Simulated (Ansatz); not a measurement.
## Bi2Se3: ²⁰⁹Bi NMR of the central transition

Cell: an entry of the Crystallography Open Database (COD) whose atoms were relaxed with PBE, the cell held.

```yaml
crystal:
  lattice:
    - [1.96496, 1.13447, 9.14266]
    - [-1.96496, 1.13447, 9.14266]
    - [0.00000, -2.26894, 9.14266]
  atoms:
    - { symbol: Bi, position: [0.59732, 0.59732, 0.59732] }
    - { symbol: Bi, position: [0.40268, 0.40268, 0.40268] }
    - { symbol: Se, position: [0.79544, 0.79544, 0.79544] }
    - { symbol: Se, position: [0.20456, 0.20456, 0.20456] }
    - { symbol: Se, position: [0.00000, 0.00000, 0.00000] }
```

Atom numbers follow the list; atoms alike are taken as one site, whose name carries the number of the first.

Method: Kohn–Sham DFT in Ansatz, PBE, plane waves and PAW, with spin–orbit coupling, 420 eV cutoff, Γ-centred 14×14×14 k-points, Fermi–Dirac smearing 0.05 eV.

²⁰⁹Bi has I = 9/2 and Q = -516.0 mb (Pyykkö 2018); at 7.05 T its Larmor frequency is ν₀ = 49.1 MHz (from the bare nuclear moment; shielding lowers the observed one by a per cent or two). Only the quadrupole interaction is simulated: positions count from each site's isotropic chemical shift, and shift anisotropy, dipolar and J coupling are left out.

**Question.** Give C_Q, η, the quadrupolar product P_Q = |C_Q|(1 + η²/3)^½, the second-order isotropic shift and the breadth of the pattern (static powder) for each Bi site.

**Answer.** 

```
site          first shell  C_Q (MHz)     η  P_Q (MHz)  δ_QIS (ppm)  breadth (kHz)
  Bi  6 Se at 2.79–2.96 Å      -37.7  0.00       37.7         -820            210
```

δ_QIS = −(ν_Q²/30ν₀²)[I(I+1) − 3/4](1 + η²/3) × 10⁶ ppm with ν_Q = 3|C_Q|/[2I(2I−1)]; it falls as 1/B₀² in ppm, and the breadth as 1/B₀ in kHz.

An axis of threefold or higher order runs through Bi, so V_zz lies along it and η is zero.

At this cell the PBE pressure is 12 GPa, so with PBE the cell would grow if it were relaxed. The entry's cell may itself be off. Newer work puts Q(²⁰⁹Bi) near −420 mb, which would lower these couplings by about a fifth. With a gap of 0.25 eV under a smearing of 0.05 eV the band edges are partly filled, so small gradients can hang on the smearing and the k-mesh.

The run took 16 min of wall time (16 min of CPU time) and 2.9 GiB at its peak, on 1 thread of Intel Xeon 6975P-C (Granite Rapids) (x86_64; 16 cores open to the job, memory cap 3.0 GiB, no GPU), a shared host with a load of 0.5 a core.
